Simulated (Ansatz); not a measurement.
Values for one crystal, relaxed and computed with DFT-PBEsol in the program Ansatz with PAW potentials; other levels are named.

- Volume per atom: 12.13 Å³
- Electronic character: metallic (no gap)
- Density of states at the Fermi level: 0.60 states/eV per atom (mean over ±0.08 eV)
- Elastic constants (relaxed ions, GPa): C11 = 576, C12 = 218, C13 = 247, C33 = 553, C44 = 167, C66 = 194
- Debye temperature from the elastic constants: 455 K
- Hill bulk and shear moduli: 348 and 171 GPa
- Pressure derivative B′: 4.2

Question: Pick the material that matches.
A. P2W, C2/m (P on 4i, P on 4i, W on 4i)
B. BW2, I4/mcm (B on 4a, W on 8h)
C. ZrB2, P6/mmm (Zr on 1a, B on 2d)
D. HfB2, P6/mmm (Hf on 1a, B on 2d)

Answer: B, BW2, I4/mcm (B on 4a, W on 8h)

The workflow started from a Materials Project entry (that database holds measured and hypothetical structures alike); the Crystallography Open Database files this formula in space group No. 140, but the cells were not matched. Its standing as an ambient phase is unchecked. Symmetry was held in the PBEsol relaxation; whether a distortion lowers the energy is not shown. The run is not spin-polarised. As this level gives no gap, shear constants depend on the k-mesh and smearing (Fermi–Dirac, 0.1 eV here). On the denser mesh and wider smearing of the elastic run this cell carries a stress of 0.3 GPa. Spin–orbit coupling is left out wherever it is not named.

Potentials: the later of the program's two PAW sets.
